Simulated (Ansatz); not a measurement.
**V started on a Cs site in cubic perovskite CsPbBr3, 40 atoms, charge +1**

All numbers below come from DFT, PBEsol, PAW, plane waves (Ansatz).

Command:

```sh
ansatz run in.yaml --threads 8 --pin off --max-ram 118750MiB --runs-dir r --events-out ev --progress --plain --backend cuda --devices 0,
```

The input less its lattice and atoms (starting moments on atoms near the defect: 1 μB in all):

```yaml
crystal:
  symmetry: { detect: false }
kpoints:
  mp_grid: { grid: [1, 1, 1], shift: [0.25, 0.25, 0.25] }
hamiltonian:
  xc: pbesol
total_charge: 1
magnetization:
  spin_polarized: true
scf:
  occupations: { method: fermi_dirac, width: 0.01 }
relax:
  f_tol: 0.03
  max_steps: 80
  escape_saddle: false
  adjacent_minimum: "off"
output:
  forces: true
  eigenvalues: true
  populations: true
  charged_corrections: { epsilon: 20 }
```

Start:

```
Cs V Pb Br
1.0
    11.76333    0.00000    0.00000
     0.00000   11.76333    0.00000
     0.00000    0.00000   11.76333
Cs V Pb Br
7 1 8 24
Direct
  0.00120 0.99897 0.99657
  0.00470 0.99885 0.49841
  0.00220 0.50131 0.99640
  0.99650 0.50185 0.50173
  0.50008 0.00022 0.99955
  0.50252 0.99914 0.49972
  0.50107 0.50379 0.00160
  0.50206 0.50023 0.49959
  0.24921 0.25272 0.24700
  0.24907 0.25306 0.75040
  0.24868 0.75331 0.24999
  0.25238 0.74927 0.75344
  0.74920 0.25456 0.25016
  0.75457 0.25181 0.75009
  0.74844 0.74742 0.25224
  0.75023 0.75153 0.75085
  0.24967 0.25005 0.00124
  0.24758 0.25177 0.50089
  0.25042 0.74962 0.00084
  0.25098 0.74934 0.50057
  0.75087 0.24933 0.00046
  0.74870 0.24892 0.50175
  0.74950 0.75165 0.00036
  0.75236 0.74936 0.49807
  0.99785 0.25144 0.24852
  0.00025 0.25007 0.74976
  0.99991 0.75124 0.25031
  0.99980 0.75135 0.74851
  0.49955 0.25086 0.24990
  0.49971 0.25073 0.75095
  0.49794 0.75325 0.25213
  0.50186 0.74558 0.75070
  0.25250 0.00089 0.24793
  0.25184 0.99810 0.75068
  0.25116 0.50179 0.24690
  0.25039 0.49968 0.74710
  0.75068 0.00272 0.24798
  0.74977 0.99971 0.75124
  0.74990 0.49779 0.25015
  0.74949 0.50281 0.75279
```

Steps:

```
 step  energy less the first (eV)  largest force component (eV/Å)
start                       0.000                           0.380
    1                      -0.204                           0.130
    2                      -0.422                           0.140
    3                      -0.567                           0.195
    4                      -0.744                           0.392
    5                      -1.050                           0.625
    6                      -1.441                           1.103
    7                      -1.894                           1.224
    8                      -2.378                           1.271
    9                      -2.854                           1.282
   10                      -3.252                           0.757
   11                      -3.861                           0.435
   12                      -4.373                           0.350
   13                      -4.819                           0.303
   14                      -5.096                           0.192
   15                      -5.291                           0.115
   16                      -5.375                           0.241
   17                      -5.400                           0.066
   18                      -5.414                           0.033
   19                      -5.418                           0.024
```

A structure on the way, about -0.42 eV from the start:

```
Cs V Pb Br
1.0
    11.76333    0.00000    0.00000
     0.00000   11.76333    0.00000
     0.00000    0.00000   11.76333
Cs V Pb Br
7 1 8 24
Cartesian
  0.0024 11.7604 11.7339
  0.0509 11.7514 5.8647
  0.0250 5.8889 11.7356
  11.7392 5.9034 5.8974
  5.8866 0.0157 0.0045
  5.9083 11.7633 5.8690
  5.8943 5.9182 0.0093
  5.9154 5.8803 5.8953
  2.9413 2.9692 2.9369
  2.9556 2.9531 8.8106
  2.9460 8.8399 2.9467
  2.9522 8.8264 8.8176
  8.8227 2.9580 2.9483
  8.8250 2.9492 8.8244
  8.8186 8.8356 2.9531
  8.8292 8.8250 8.8282
  2.9628 2.9680 0.0012
  3.0742 3.0988 5.8790
  2.9715 8.7975 11.7589
  3.0874 8.6820 5.8757
  8.7972 2.9632 0.0092
  8.6489 3.1016 5.8884
  8.7912 8.8096 11.7585
  8.6808 8.6551 5.8887
  0.0014 2.9825 2.9639
  0.0003 2.9598 8.7992
  0.0046 8.8209 2.9719
  0.0046 8.8126 8.7918
  5.8792 3.1455 3.1431
  5.8833 3.0983 8.6782
  5.8847 8.7129 3.0966
  5.8895 8.5809 8.6169
  2.9818 0.0172 2.9542
  2.9858 11.7630 8.8003
  3.1031 5.8962 3.0566
  3.0697 5.8799 8.6621
  8.8000 0.0118 2.9613
  8.7823 11.7630 8.8068
  8.6616 5.8934 3.0990
  8.6921 5.8850 8.6995
```

End:

```xyz
40
Lattice="11.7633 0.0000 0.0000 0.0000 11.7633 0.0000 0.0000 0.0000 11.7633" Properties=species:S:1:pos:R:3 pbc="T T T"
Cs   11.6178    0.0089    0.3281
Cs    0.1575   11.7611    5.8315
Cs    0.2781    5.9037    0.2104
Cs    0.3281    5.8948    5.5832
Cs    5.5447    0.0065    0.2418
Cs    5.5029    0.0129    5.5248
Cs    5.6425    5.8873    0.1504
V     7.5512    5.8866    7.4493
Pb    2.8838    2.9641    2.8747
Pb    2.8949    2.9649    8.7320
Pb    2.8777    8.8271    2.8717
Pb    2.9030    8.8034    8.7280
Pb    8.7216    2.9873    2.8764
Pb    8.8842    2.8230    8.8554
Pb    8.7138    8.7917    2.8820
Pb    8.8849    8.9608    8.8550
Br    3.0944    3.0387   11.6750
Br    2.6297    2.7525    5.8125
Br    3.0890    8.7252   11.6721
Br    2.6407    9.0213    5.8088
Br    8.6034    2.3070    0.0479
Br    8.7677    4.0428    6.0885
Br    8.6179    9.4664    0.0498
Br    8.7716    7.7370    6.0940
Br   11.6704    3.0829    2.7479
Br    0.0830    2.2737    8.9288
Br   11.6664    8.6961    2.7741
Br    0.0847    9.4843    8.9238
Br    5.8071    2.6663    2.9087
Br    6.1277    4.0349    8.5708
Br    5.8015    9.1314    2.8980
Br    6.1305    7.7399    8.5746
Br    2.6806    0.0128    2.7819
Br    3.6330    0.0042    8.7611
Br    2.9069    5.8941    2.8325
Br    2.1787    5.8872    8.7733
Br    8.9624    0.0091    3.5110
Br    8.3339    0.0108    8.0567
Br    8.7299    5.8924    2.1262
Br    9.2795    5.8878    9.2971
```

The run converged.

Time: 72 s of wall time on one NVIDIA GB300 with 8 processor threads, on a host shared with other runs; peak host memory 2.4 GiB.

(1) How much energy did the relaxation gain, and which atom moved most?

The moment started at 1 μB and ended at 3.0 μB; no other spin state is shown. The one k point has no symmetry partners, which can distort the end along one axis.

Results:

(1) 5.42 eV in 19 steps, from a start with small random displacements (the gain also holds any tilting of the ideal host); atom 8 (V) moved 2.28 Å, the median atom 0.37 Å (drift of the whole cell removed).
